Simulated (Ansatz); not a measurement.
# Cu (P6_3/mmc), axial (c/a) deformation path

Level of theory: Ansatz, DFT r2SCAN, scalar-relativistic, plane waves, PAW. Cutoff 500 eV, Γ-centred 30×30×16 k-points, Gaussian smearing of 0.15 eV. No spin polarisation. Energies are free energies at this smearing, counted from the undisturbed cell; pressure is positive in compression.

The undisturbed cell (relaxed at this level; this form isn't the usual structure):

```xyz
2
Lattice="2.5305 0.0000 0.0000 -1.2653 2.1915 0.0000 0.0000 0.0000 4.1299" Properties=species:S:1:pos:R:3 pbc="T T T"
Cu    0.0000    1.4610    1.0325
Cu    1.2653    0.7305    3.0974
```

At fixed volume and fractional coordinates, lengths along (0.000, 0.000, 1.000) are scaled against those across it; ρ is that ratio over its starting value. The cell is metallic on the mesh throughout.

Problem. Over the sampled range (0.850 to 1.200), is the undisturbed cell the lowest point?

Solution. Yes, every other sampled point lies higher.

The scan:

```csv
ρ,ΔE (meV/atom)
0.850,108.5
0.920,33.7
1.000,0.0
1.100,37.8
1.200,148.4
```

Cost: 5 runs of about 8 core-minutes in all, on Intel Xeon Processor @ 2.50GHz (Skylake/Cascade Lake) (shared hosts).